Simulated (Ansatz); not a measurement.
Fe$_{13}$Ge$_{3}$ in space group Pm-3m (No. 221; Pearson symbol cP16), r²SCAN (plane waves, PAW; program Ansatz), all energies at zero smearing, with the estimated change up to a 700 eV cutoff added, with one set of potentials and settings (totals compare only within such a set). Cell of 16 atoms (13 Fe, 3 Ge): -71225.890 eV.

```
element                             reference phase  E (eV/atom)
-------  ------------------------------------------  -----------
Fe       Im-3m, 1 atoms in the cell, spin-polarised   -4485.8961
Ge                       Fd-3m, 2 atoms in the cell   -4302.9041
```

Formation energy per atom, worked out: (-71225.890 − 13×(-4485.8961) − 3×(-4302.9041))/16 = -0.033 eV/atom (-3 kJ per mol of atoms), at 0 K, without zero-point energy or fitted corrections.

The first step of the workflow began from a Materials Project structure, measured or hypothetical; the Crystallography Open Database copy checked does not list it. Its standing as an ambient phase is unchecked. Symmetry was held in the r²SCAN relaxation; whether a distortion lowers the energy is not shown. The final state is ferromagnetic, the only order run, not a proven ground state. Other orbital occupations within this spin state were not tried. The references are the lowest solids computed at this level, not always the standard phases.

Potentials: the later of the program's two PAW sets.
